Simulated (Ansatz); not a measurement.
Consider the following.

PdPt:
Space group R-3m, hexagonal axes (No. 166); a = b = 2.765 Å, c = 13.646 Å, α = β = 90.00°, γ = 120.00°

```csv
atom,site,symmetry,x,y,z
Pd,3a,-3m,0.0000,0.0000,0.0000
Pt,3b,-3m,0.0000,0.0000,0.5000
```
(The calculation used a cell of 2 atoms; values per cell refer to that cell.)

This is the r²SCAN-relaxed structure.

All from r²SCAN in the plane-wave PAW code Ansatz, unless another level is named. Estimate the density of states at the Fermi level.

1.7 states/eV per atom (mean over ±0.08 eV).

What about the formation energy from the elements (no fitted shifts)?

-0.048 eV/atom.

The workflow started from a Materials Project entry (that database holds measured and hypothetical structures alike); the Crystallography Open Database copy checked does not list it. With Pd and Pt taken as one species the cell has the higher symmetry Fm-3m, so it may be an ordered model of a mixed-site phase. Its standing as an ambient phase is unchecked. The r²SCAN relaxation kept the symmetry of its start; its stability against distortions is not shown here. The run is not spin-polarised. Axis ratios of metals converge slowly with the k-mesh, so a and c are less sure than the volume. The references are the lowest solids computed at this level, not always the standard phases. Spin–orbit coupling is left out wherever it is not named.

Potentials: the later of the program's two PAW sets.
